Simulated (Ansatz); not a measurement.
An Ansatz (a program for electronic structure) run. Input:

Ansatz 0.2 input:
```yaml
crystal:
  lattice:
    - [2.4083457562, 1.3904590706, 4.4863527811]
    - [-2.4083457562, 1.3904590706, 4.4863527811]
    - [0.0, -2.7809181413, 4.4863527811]
  atoms:
    - { symbol: Zn, position: [0.5, 0.5, 0.5] }
    - { symbol: Pd, position: [0.0, 0.0, 0.0] }
    - { symbol: F, position: [0.2411837504, 0.913082937, 0.5990008028] }
    - { symbol: F, position: [0.7588162496, 0.086917063, 0.4009991972] }
    - { symbol: F, position: [0.5990008028, 0.2411837504, 0.913082937] }
    - { symbol: F, position: [0.4009991972, 0.7588162496, 0.086917063] }
    - { symbol: F, position: [0.913082937, 0.5990008028, 0.2411837504] }
    - { symbol: F, position: [0.086917063, 0.4009991972, 0.7588162496] }
kpoints:
  mp_grid: { grid: [7, 7, 7] }
hamiltonian:
  xc: lda
  pseudopotentials: { kind: paw }
scf:
  occupations: { method: fixed }
phonons:
  method: dfpt
  response_accuracy: low
  eigenvectors: true
  rigid_motions: translations
  dielectric: true
```

Output (shortened):

```
zone centre: on kpoints.mp_grid the ground state, and the responses unless they are solved on pairs of k-points, stand on 172 of the mesh's 343 k-points, …
Pseudopotentials: kind: paw
Pseudopotential: Zn, paw, valence charge 12
Pseudopotential: Pd, paw, valence charge 18
Pseudopotential: F, paw, valence charge 7
Functional definition: SPW92
Crystal: 8 atoms, lattice volume = 90.141 Å³
Basis set: ecut = 420 eV, 1725 PW (Γ), exchange–correlation on 72×72×72 points (8 copies of the dense FFT grid, shifted against one another)
Bands: 44, of which v1, the nominal top of the filled ones, is band 36 counted from 1 (35 counted from 0)
Symmetry: 6 space group operations
k-points: 172 of 343 (irreducible under 1 space group operation, time reversal used)
PAW frozen core: Zn, regenerated for the run's functional, and the local potential with it
PAW frozen core: Pd, regenerated for the run's functional, and the local potential with it
PAW frozen core: F, regenerated for the run's functional, and the local potential with it
Initial wavefunctions: pseudopotential atomic-orbital guess
Eigensolver: davidson
Functional: x = slater, c = lda
all-band conjugate gradients solve this SCF's bands
SCF 1 converged in 11 iterations: F = -14850.014667 eV  dr2 = 1.46e-11
── the response to a field inside a basis, on 8×8×8 k-points: an SCF that follows is theirs, and a resumed run solves both again ──
Crystal: 8 atoms, lattice volume = 90.141 Å³
Bands: 37, of which v1, the nominal top of the filled ones, is band 36 counted from 1 (35 counted from 0)
k-points: 88 of 512
Initial density: handed on by an earlier stage of this run
Initial wavefunctions: pseudopotential atomic-orbital guess (no wavefunctions were taken with the density)
Eigensolver: Dense (88 Hₖ)
all-band conjugate gradients don't solve this SCF's bands (scf.eigensolver.kind)
SCF 1 converged in 5 iterations: F = -14849.928294 eV  dr2 = 9.66e-8
SCF converged after 11 iterations
Free energy (F): -14850.014667 eV
Harris-Foulkes:  -14850.014667 eV  (|F-HF|=1.82e-12)
Internal energy: -14850.014667 eV  (E = F + TS)
E sigma→0 (E₀):  -14850.014667 eV
Fermi energy:    4.401971 eV
--- Per-component energies (eV) ---
  E_band       = -591.909730
  E_kinetic    = 1862.516237
  E_local      = -7963.409563  (includes V_loc(G=0)·N_el)
  E_nonlocal   = 1301.828475
  E_hartree    = 3102.606465
  E_xc         = -764.184831
  E_vxc        = -861.777484  (∫ρ·V_xc dr)
  E_paw        = -6506.492439  (= ΣΔE_a)
  E_vpaw       = -1136.292220  (= ΣTr[D̂ρ^β])
  E_aug_tail   = 0.011995  (compensation charges beyond the density's cutoff)
  E_ewald      = -5885.808392
  E_core_change = 2.917385  (= ΣΔE_core)
  E_smearing   =  0.000000  (= −TS)
  E_closure    = 0.000000  (closes the sum)
  Σ components = -14850.014667   (vs F -14850.014667, Δ=0.00e0)
--- Band table (eV; the first three rows and the last of 172) ---
  k-point 0: bands = ["-81.0398", "-46.7851", "-46.7560", "-46.7560", "-17.7932", "-16.9791", "-16.9791", "-16.8132", "-16.6832", "-16.6832", "-2.4100", "-2.4100", "-2.0087", "-1.1092", "-1.1092", "-1.0042", "-0.3939", "-0.3939", "0.2021", "0.6780", "0.8586", …
  k-point 1: bands = ["-81.0398", "-46.7851", "-46.7560", "-46.7560", "-17.7410", "-16.9932", "-16.9842", "-16.8043", "-16.7253", "-16.6920", "-2.3686", "-2.3595", "-1.9363", "-1.1177", "-1.0855", "-1.0080", "-0.5162", "-0.4325", "-0.0778", "0.6484", …
  k-point 2: bands = ["-81.0398", "-46.7851", "-46.7561", "-46.7560", "-17.5971", "-17.0285", "-16.9917", "-16.8699", "-16.7610", "-16.7124", "-2.2851", "-2.2316", "-1.7439", "-1.1498", "-1.0519", "-0.8704", "-0.7315", "-0.5125", "-0.4459", "0.4717", …
  k-point 171: bands = ["-81.0398", "-46.7851", "-46.7562", "-46.7561", "-17.3495", "-17.1575", "-17.0008", "-16.9663", "-16.7729", "-16.7344", "-2.3647", "-2.2256", "-1.4831", "-1.1217", "-0.9165", "-0.8795", "-0.6216", "-0.3559", "-0.2928", "-0.0765", …
  band table: 44 of 44 bands, residual norms ≤ 1.0e-3 eV
--- Phonons (Γ-DFPT): 7 representative perturbations + reference, on 172 of 343 k-points (Σ response iterations 23) ---
  k mesh reduced under 1 symmetry operation, with k and −k counted as one. Each operation leaves every solved perturbation unchanged …
  ASR residual: 6.246e-4 → 0.000e0 eV/Å²; symmetrization residual: 1.232e-4 eV/Å²
  ASR residual per site (eV/Å²): 8.74e-5 6.25e-4 2.18e-4 2.18e-4 2.18e-4 2.18e-4 2.18e-4 2.18e-4
  Γ frequencies (cm⁻¹): 0.00 0.00 0.00 150.64 150.64 178.28 178.36 178.36 223.98 223.98 234.58 260.15 270.54 272.84 272.84 352.01 365.05 365.05 550.83 550.83 590.97 598.74 598.74 599.92
  ε∞ (high-frequency dielectric tensor):
        3.958408     0.000000     0.000000
        0.000000     3.958408     0.000000
        0.000000     0.000000     4.323320
  ε⁰ (static dielectric tensor: ions relaxed, cell fixed):
        6.295888     0.000000     0.000000
        0.000000     6.295888     0.000000
        0.000000     0.000000     7.414192
  ε⁰ − ε∞ (ionic part):
        2.337480     0.000000     0.000000
        0.000000     2.337480     0.000000
        0.000000     0.000000     3.090872
  softest optical mode at Γ: 150.64 cm⁻¹; the repairs (sum rule, projections) moved no ω² at Γ by more than (6.98 cm⁻¹)²
  Born effective charges Z* (e; rows j = field, columns β = displacement):
    site 0:
         2.59842   -0.35598    0.00000
         0.35598    2.59842    0.00000
         0.00000    0.00000    2.96490
    site 1:
         2.95165    0.61561    0.00000
        -0.61561    2.95165    0.00000
         0.00000    0.00000    2.88521
    site 2:
        -0.90855   -0.47809    0.58145
        -0.39155   -0.94147    0.48483
         0.49311    0.58061   -0.97502
    site 3:
        -0.90855   -0.47809    0.58145
        -0.39155   -0.94147    0.48483
         0.49311    0.58061   -0.97502
    site 4:
        -1.30981    0.15988   -0.71059
         0.24643   -0.54022    0.26113
        -0.74938    0.13674   -0.97502
    site 5:
        -1.30981    0.15988   -0.71059
         0.24643   -0.54022    0.26113
        -0.74938    0.13674   -0.97502
    site 6:
        -0.55668    0.18839    0.12915
         0.27494   -1.29335   -0.74596
         0.25627   -0.71735   -0.97502
    site 7:
        -0.55668    0.18839    0.12915
         0.27494   -1.29335   -0.74596
         0.25627   -0.71735   -0.97502
  Z* charge neutrality: 4.459e-3 e pre-enforcement
  solved inside a basis spanned on kpoints, on 8×8×8 k-points, its susceptibility summed on 12×12×12: ε∞ is read to err by 1.3e-2, Z* by 2.2e-2 e (field_mesh …
  optical modes at Γ without the LO–TO term, one row a degenerate level:
      ω (cm⁻¹)  modes    IR ((D/Å)²/amu)
        150.64      2             0.0000
        178.28      1             2.8108
        178.36      2             3.3510
        223.98      2             0.5452
        234.58      1             0.0000
        260.15      1             0.0000
        270.54      1             0.0594
        272.84      2             0.0000
        352.01      1             0.8943
        365.05      2             2.8636
        550.83      2             0.0000
        590.97      1             0.0000
        598.74      2            21.4674
        599.92      1            12.2967
  optical modes at Γ + LO–TO along q̂ = [1.0000, 0.0000, 0.0000]:
      ω (cm⁻¹)  modes    IR ((D/Å)²/amu)
        150.64      2             0.0000
        178.28      1             2.8108
        178.36      1             1.6755
        196.96      1             0.7616
        223.98      1             0.2726
        228.36      1             0.3791
        234.58      1             0.0000
        260.15      1             0.0000
        270.54      1             0.0594
        272.84      2             0.0000
        352.01      1             0.8943
        365.05      1             1.4318
        374.82      1             1.0064
        550.83      2             0.0000
        590.97      1             0.0000
        598.74      1            10.7337
        599.92      1            12.2967
        653.19      1            11.9665
  optical modes at Γ + LO–TO along q̂ = [0.0000, 1.0000, 0.0000]:
      ω (cm⁻¹)  modes    IR ((D/Å)²/amu)
        150.64      2             0.0000
        178.28      1             2.8108
        178.36      1             1.6755
        196.96      1             0.7616
        223.98      1             0.2726
        228.36      1             0.3791
        234.58      1             0.0000
        260.15      1             0.0000
        270.54      1             0.0594
        272.84      2             0.0000
        352.01      1             0.8943
        365.05      1             1.4318
        374.82      1             1.0064
        550.83      2             0.0000
        590.97      1             0.0000
        598.74      1            10.7337
        599.92      1            12.2967
        653.19      1            11.9665
  optical modes at Γ + LO–TO along q̂ = [0.0000, 0.0000, 1.0000]:
      ω (cm⁻¹)  modes    IR ((D/Å)²/amu)
        150.64      2             0.0000
        178.36      2             3.3510
        209.18      1             1.6741
        223.98      2             0.5452
        234.58      1             0.0000
        260.15      1             0.0000
        271.17      1             0.0637
        272.84      2             0.0000
        358.14      1             0.6982
        365.05      2             2.8636
        550.83      2             0.0000
        590.97      1             0.0000
        598.74      2            21.4674
        656.62      1            13.6251
```

Cost: very roughly 21 core-minutes on shared cores.

Space group R-3. The workflow started from a Materials Project entry (that database holds measured and hypothetical structures alike); the Crystallography Open Database files this formula in space group No. 148, but the cells were not matched. Its standing as an ambient phase is unchecked. Symmetry was held in the LDA relaxation; of distortions, only those at the zone centre were tested. No spin polarisation was allowed. Scalar-relativistic: spin–orbit coupling is off unless named, which matters more the heavier the elements.

Potentials: the later of the program's two PAW sets.

Ansatz is a plane-wave DFT program.
